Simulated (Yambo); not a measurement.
Ba2MgH6 (space group P-3m1, No. 164), G0W0@LDA in Yambo with this input:

```
rim_cut
gw0
dyson
el_el_corr
HF_and_locXC
ppa
em1d
RandQpts= 1000000
RandGvec= 1 Ry
EXXRLvcs= 84 Ry
VXCRLvcs= 336 Ry
Chimod= "HARTREE"
% BndsRnXp
 5 | 179 |
%
NGsBlkXp= 7 Ry
% LongDrXp
 1.0 | 1.0 | 1.0 |
%
PPAPntXp= 27.2114 eV
% GbndRnge
 1 | 179 |
%
GTermKind= "BG"
DysSolver= "n"
ExtendOut
```

On a 3×3×4 mesh, with wavefunctions cut at 84 Ry, the gap ((0, 0.333, 0) → Γ) is 4.323 eV and the valence edge shifts by -1.024 eV.

### Question
What happens with this change: 1 Ry block?

### Answer
The gap falls by 0.263 eV, to 4.060 eV; the shift of the valence edge becomes -0.602 eV. Neither run is shown to be the converged limit.

Geometry of the Materials Project entry, not relaxed at this level; primitive cell a = b = 5.718 Å, c = 4.538 Å, α = β = 90.00°, γ = 120.00°.

The structure is a Materials Project entry; no match was found in the copy of COD used, and its stability was not checked.

A shift is the quasiparticle energy of the state minus its LDA energy.
